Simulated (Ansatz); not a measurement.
NaP2: stable or not

It was reached by relaxing an invented guess, and it needn't be the stable form of this composition.

The calculation used Ansatz 0.2.0, DFT PBE+D3(BJ), scalar-relativistic, plane waves, PAW. Cutoff 420 eV, Γ-centred 8×6×4 mesh (6-atom cell), Gaussian smearing of 0.02 eV, no spin polarisation.

```
Na P
1.0
     3.27664    0.00000    0.00000
    -1.40788    5.45438    0.00000
    -0.40400   -1.11043    6.86746
Na P
2 4
Cartesian
  -0.7808 4.1114 1.1919
  2.2456 0.2325 5.6755
  0.7302 2.8197 5.3848
  2.3707 1.1758 2.9215
  0.7345 1.5242 1.4827
  -0.9059 3.1682 3.9459
```

Energies over the elements count from the elements' standard structures at the same level, with no fitted energy shifts. The references include black phosphorus.

Q: These tests were run: energy against the elements; phonons on a 2×1×1 q mesh. What do they show?

A:

| test | result |
| --- | --- |
| energy against the elements | −0.322 eV/atom |
| phonons on a 2×1×1 q mesh | no imaginary mode on the mesh, but the interpolation dips to 49i cm⁻¹ between its points |

It fails none of these tests outright. Other phases of the system weren't compared here, so this isn't yet thermodynamic stability. Undecided within the accuracy: phonons on a 2×1×1 q mesh.

The run for the phonons used an 8×6×4 k mesh.
